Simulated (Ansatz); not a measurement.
Notes on CdCSe3

```xyz
10
Lattice="3.1533 5.4617 0.0000 -3.1533 5.4617 0.0000 -3.1533 1.8206 6.5829" Properties=species:S:1:pos:R:3 pbc="T T T"
Cd   -3.1533    5.4617    6.4993
Cd   -0.0003    7.2824    0.0918
C    -3.1530    5.4615    1.1191
C     0.0003    7.2820    5.4447
Se    1.1623    5.3965    1.7135
Se   -2.1014    3.7700    1.7135
Se   -2.2142    7.2185    1.7135
Se   -4.3383    7.3307    4.8799
Se   -1.0261    8.9626    4.8799
Se   -0.9422    5.5534    4.8799
```

Single point in Ansatz 0.2.0 with PBE, no spin polarisation. Cutoff 420 eV, PAW datasets, 6×6×6 Γ-centred k mesh, fermi-dirac filling (width 0.1 eV).

**Question.** Which atom feels the largest force, and which way?

**Answer.** The largest is on Se5 (and as large on other atoms): 1.88 eV/Å, components (1.87, 0.05, -0.20). It makes 11° with the line to a nearest neighbour, C3 at 2.08 Å, pointing towards it.

**Question.** Is it stable against the elements?

**Answer.** 0.37 eV an atom against the elements' usual phases (free molecules for gases, crystals otherwise, with no correction for O₂ or N₂), so at this geometry it isn't bound against them. Relaxing would lower it.

**Question.** Describe some of the short contacts.

**Answer.** C–Se at 2.05 Å: least valence density 0.83 e/Å³ and ELF 0.77 there. C–C at 2.26 Å: least valence density 0.40 e/Å³ and ELF 0.67 there. Cd–Se at 2.74 Å: least valence density 0.32 e/Å³ and ELF 0.27 there. These are pseudo-fields; inside the PAW spheres they differ from the all-electron ones.

**Question.** Is the cell too large or too small?

**Answer.** The pressure is -3.5 GPa (compression positive), so with the atoms held at these fractions the cell would first shrink; the forces are large, so a full relaxation may end otherwise. The principal stresses -4.7, -4.7, -1.1 GPa differ, so its shape would change too.

**Question.** Is there a gap?

**Answer.** It is a metal, with about 7.8 states/eV a cell as the mean within 0.25 eV of the Fermi level, mostly Se p (89 %).

Origin: a known structure type with other elements, at an estimated volume, so it need not be a known compound. Caveats: many states at the Fermi level without spin polarisation, so a magnetic state may lie lower; atoms or cell far from equilibrium.
